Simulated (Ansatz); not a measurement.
These are results of DFT PBE, scalar-relativistic, plane waves, PAW in Ansatz, not measurements. The screen uses 420 eV, coarse Γ-centred meshes (up to 0.6 Å⁻¹ on the start cell), Gaussian smearing of 0.15 eV, tolerances of 0.08 eV/Å and 0.8 GPa and 16 steps at most, with the symmetry of each start kept. No spin polarisation. Energies are free energies per atom, good to about 0.1 eV/atom between metallic cells, end volumes are rough, and groups of ends are read at 0.1 Å.

Two trial cells of BaCd₃Se₄, not yet relaxed:

A.

```
Ba Cd Se
1.0
    -4.23640    4.23640    3.45254
     4.23640   -4.23640    3.45254
     4.23640    4.23640   -3.45254
Ba Cd Se
1 3 4
Direct
  0.00000 0.00000 0.00000
  0.50000 0.00000 0.50000
  0.00000 0.50000 0.50000
  0.50000 0.50000 0.00000
  0.40869 0.40869 0.35159
  0.05710 0.05710 0.64841
  0.59131 0.94290 0.00000
  0.94290 0.59131 0.00000
```

B.

```
Ba Cd Se
1.0
     3.35895    1.93929    6.49791
    -3.35895    1.93929    6.49791
     0.00000   -3.87858    6.49791
Ba Cd Se
1 3 4
Cartesian
  0.0000 0.0000 9.7469
  0.0000 1.9393 6.4979
  -1.6795 -0.9696 6.4979
  1.6795 -0.9696 6.4979
  0.0000 0.0000 17.7599
  0.0000 0.0000 1.7338
  0.0000 0.0000 3.8338
  0.0000 0.0000 15.6599
```

Question: Compare their energies before and after the relaxation.

Answer: As given, B is lower by 0.16 eV/atom. Relaxed, A is lower by 0.34 eV/atom, so the order turns round. A goes from I-42m at 31.0 Å³/atom to I-42m at 27.4 Å³/atom and gains 0.80 eV/atom. B goes from R-3m at 31.7 Å³/atom to R-3m at 25.6 Å³/atom and gains 0.30 eV/atom. The closest pair in A goes from Ba–Se at 2.65 Å to Cd–Se at 2.64 Å. The closest pair in B goes from Se–Se at 2.10 Å to Se–Se at 2.42 Å. At the end: counting Se atoms around Ba and Cd (those within 1.25 times the shortest such distance or 1.15 times the sum of covalent radii, 1.27 where that leaves under three; a plus sign parts nearer from farther groups; the shortest distance is added where it exceeds 1.18 times the sum of covalent radii), A has Ba 4+4, Cd 4 and B has Ba 6+6, Cd 6 from 3.2 Å. B holds Se–Se pairs (shortest 2.42 Å); in A the shortest Se–Se distance is 3.99 Å.
